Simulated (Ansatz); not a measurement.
Computed with Ansatz 0.2.0, DFT PBE, scalar-relativistic, plane waves, PAW. Plane waves to 420 eV, a 6×6×2 mesh through Γ for the 12-atom cell and 0.02 eV Gaussian smearing; no spin polarisation.

The zero of energy is the elements' standard structures at the same level; no fitted shifts are applied.

Task: Give a relaxed trial structure of a trigonal semiconductor made of Cd, Se and Zn, with a gap near 0.7 eV, a formation energy near −0.66 eV/atom and a density near 5.20 g/cm³, in a cell of 12 atoms.

Result: Zn₂CdSe₃, space group P3m1 (No. 156). Zn on its first site is surrounded by 4 Se at 2.48–2.52 Å; around Zn on its second site lie 4 Se at 2.49–2.52 Å; around Cd on its first site lie 4 Se at 2.63–2.67 Å; Se on its first site is surrounded by 1 Zn at 2.48 Å and 3 Cd at 2.62 Å; 8 more sites not described.

Space group P3m1 (No. 156). a = 4.148 Å, b = 4.148 Å, c = 20.582 Å, α = 90.00°, β = 90.00°, γ = 120.00°
| atom | site | symmetry | x | y | z |
| --- | --- | --- | --- | --- | --- |
| Zn | 1a | 3m. | 0.0000 | 0.0000 | 0.1554 |
| Zn | 1a | 3m. | 0.0000 | 0.0000 | 0.8372 |
| Zn | 1c | 3m. | 0.6667 | 0.3333 | 0.6779 |
| Zn | 1c | 3m. | 0.6667 | 0.3333 | 0.9965 |
| Cd | 1a | 3m. | 0.0000 | 0.0000 | 0.5098 |
| Cd | 1c | 3m. | 0.6667 | 0.3333 | 0.3280 |
| Se | 1a | 3m. | 0.0000 | 0.0000 | 0.2758 |
| Se | 1a | 3m. | 0.0000 | 0.0000 | 0.6395 |
| Se | 1a | 3m. | 0.0000 | 0.0000 | 0.9581 |
| Se | 1c | 3m. | 0.6667 | 0.3333 | 0.1174 |
| Se | 1c | 3m. | 0.6667 | 0.3333 | 0.4572 |
| Se | 1c | 3m. | 0.6667 | 0.3333 | 0.7988 |

| Quantity | Value |
| --- | --- |
| Volume per atom | 25.55 Å³ |
| Density | 5.20 g/cm³ |
| Formation energy | −0.661 eV/atom |
| Gap on the 6×6×2 mesh of the 12-atom cell | 0.67 eV |

It was reached by relaxing an invented guess, and it needn't be the stable form of this composition. Other answers may fit too; this one was computed.

Kohn–Sham gaps at this level usually fall short of measured ones. The reference form of Se is held partly by dispersion forces, which this level lacks. A later test with randomly moved atoms came back to the same energy, though modes that don't fit the test's cell weren't probed.
